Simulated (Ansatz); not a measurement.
KCr₃O₈:
```cif
data_Cr3KO8
_chemical_formula_sum 'K1 Cr3 O8'
_space_group_name_H-M_alt 'P 1'
_space_group_IT_number 1
_cell_length_a 5.06819
_cell_length_b 5.06819
_cell_length_c 7.65138
_cell_angle_alpha 85.704
_cell_angle_beta 94.296
_cell_angle_gamma 115.095
loop_
_space_group_symop_operation_xyz
  'x, y, z'
loop_
_atom_site_label
_atom_site_type_symbol
_atom_site_fract_x
_atom_site_fract_y
_atom_site_fract_z
_atom_site_occupancy
K1 K 0.00000 0.00000 0.00000 1
Cr1 Cr 0.00000 0.00000 0.50000 1
Cr2 Cr 0.37346 0.62654 0.70416 1
Cr3 Cr 0.62654 0.37346 0.29584 1
O1 O 0.22423 0.77577 0.55444 1
O2 O 0.77577 0.22423 0.44556 1
O3 O 0.68273 0.31727 0.10248 1
O4 O 0.31727 0.68273 0.89752 1
O5 O 0.77024 0.73330 0.31938 1
O6 O 0.22976 0.26670 0.68062 1
O7 O 0.73330 0.77024 0.68062 1
O8 O 0.26670 0.22976 0.31938 1
```
The run is spin-polarised.

This is the r²SCAN-relaxed structure.

Task: All from r²SCAN (plane waves, PAW; program Ansatz), unless another level is named. Give the magnetic order.

Result: ferromagnetic.

Task: And the Bader charges?

Result: K +0.91, Cr +1.99 to +2.20, O -0.97 to -0.80 e.

Space group C2/m. The first step of the workflow began from a Materials Project structure, measured or hypothetical; the Crystallography Open Database files this formula in space group No. 12, but the cells were not matched. Its standing as an ambient phase is unchecked. Symmetry was held in the r²SCAN relaxation; its stability against distortions is not shown here. Spin order of the final state: ferromagnetic, chosen from 2 collinear starts compared on coarse meshes (ties went to the first, and starts can fall back to one state), not a proven ground state. Other orbital occupations within this spin state were not tried. No Hubbard U is applied.

Potentials: the later of the program's two PAW sets.
